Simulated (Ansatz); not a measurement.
CaO (rock salt)

```xyz
2
Lattice="0.0000 2.3974 2.3974 2.3974 0.0000 2.3974 2.3974 2.3974 0.0000" Properties=species:S:1:pos:R:3 pbc="T T T"
O      0.0000     0.0000     0.0000
Ca     2.3974     2.3974     2.3974
```

A phonon eigenvector at Γ is frozen into this cell: atom i moves by Q times the vector below, so Q is the largest atomic displacement, in Å. The cell is held. It is one choice among 3 degenerate patterns.

```csv
atom,x,y,z
O1,0.000,0.000,1.000
Ca2,0.000,0.000,-0.399
```

All values below come from r2SCAN (plane waves to 500 eV, PAW, scalar-relativistic; Ansatz, a first-principles code). k mesh 12×12×12 (Γ-centred), Fermi-Dirac smearing 0.05 eV. The energy includes the smearing's −TS. CaO was relaxed with its symmetry unable to fall. ΔE is measured from the undisplaced structure.

| Q (Å) | ΔE (meV/cell) |
|---|---|
| -0.1000 | 35.2 |
| -0.0833 | 24.0 |
| -0.0667 | 15.1 |
| -0.0500 | withheld |
| -0.0333 | 3.7 |
| -0.0167 | 0.9 |
| 0.0000 | 0.0 |
| 0.0167 | 0.9 |
| 0.0333 | 3.7 |
| 0.0500 | withheld |
| 0.0667 | 15.1 |
| 0.0833 | 24.0 |
| 0.1000 | 35.2 |

Q: Fit an even polynomial form (powers 2, 4) to the given rows and predict ΔE at Q = 0.0500.

A: Least squares on the 11 given rows: ΔE = (3304)·Q² + (21730)·Q⁴, in meV/cell with Q in Å; root-mean-square residual 0.02 meV/cell. At 0.0500 the fit gives 8.4 meV/cell; the calculation gives 8.4 meV/cell, the same to the digits shown. The quadratic term alone would give 8.3 meV/cell.

(A displaced cell: forces are minus the slopes of the energy, force constants its curvatures, and phonons follow from these.)
